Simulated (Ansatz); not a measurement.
# What a trial cell of Na₂I relaxes into

Computed with DFT PBE, scalar-relativistic, plane waves, PAW in Ansatz. Cutoff 420 eV, Gaussian smearing, Γ-centred meshes. Cell and atoms relax first on a coarse mesh and then on a finer one. In between, the cell is made exact in the group found at 0.06 Å. In metals the finer mesh still leaves noise of several meV/atom or more. The steps can't lower the symmetry of their start. No spin polarisation.

The cell of Na₂I is invented: random cell by space group and Wyckoff sites (P6/mmm, No. 191). Lengths were set from tabulated atomic sizes, so they are only a guess.

```
CELL_PARAMETERS angstrom
4.77910 0.00000 0.00000
-2.38955 4.13882 0.00000
0.00000 0.00000 5.06871
ATOMIC_POSITIONS crystal
Na 0.33333 0.66667 0.00000
Na 0.66667 0.33333 0.00000
I 0.00000 0.00000 0.50000
```

Formation energies are uncorrected and refer to the elements' standard structures at the same level.

Question: What does it relax into?

Answer: The symmetry stays P6/mmm (No. 191). The volume per atom grows by 9.0 %, from 33.4 to 36.4 Å³. The shortest distance goes from 2.76 Å (Na–Na) to 3.27 Å (Na–Na). The ratio c/a of the conventional cell changes by a factor of 0.66. The energy falls by about 0.15 eV/atom (the start's value is from the coarse mesh). Conventional cell: a = 5.662 Å, c = 3.935 Å. Na has 3 Na at 3.27 Å, 6 I at 3.82 Å and 2 Na at 3.93 Å; around I lie 12 Na at 3.82 Å and 2 I at 3.93 Å.

```
Na I
1.0
     5.66199    0.00000    0.00000
    -2.83099    4.90342    0.00000
     0.00000    0.00000    3.93476
Na I
2 1
Direct
  0.33333 0.66667 0.00000
  0.66667 0.33333 0.00000
  0.00000 0.00000 0.50000
```

Question: Give its energy and gap.

Answer: The energy over the elements is −0.44 eV/atom. The gap on the 12×12×12 mesh of the 3-atom cell is 0 eV (a metal).

A negative formation energy is needed for stability but isn't enough: competing phases decide.

The last run used Gaussian smearing of 0.10 eV. Spin–orbit coupling, which can matter for I, is left out. An odd number of electrons in the primitive cell allows no gap without spin; a larger cell or a magnetic state could open one. The reference form of I is held partly by dispersion forces, which this level lacks. Symmetry constrained the relaxation, so the result can be a saddle point.
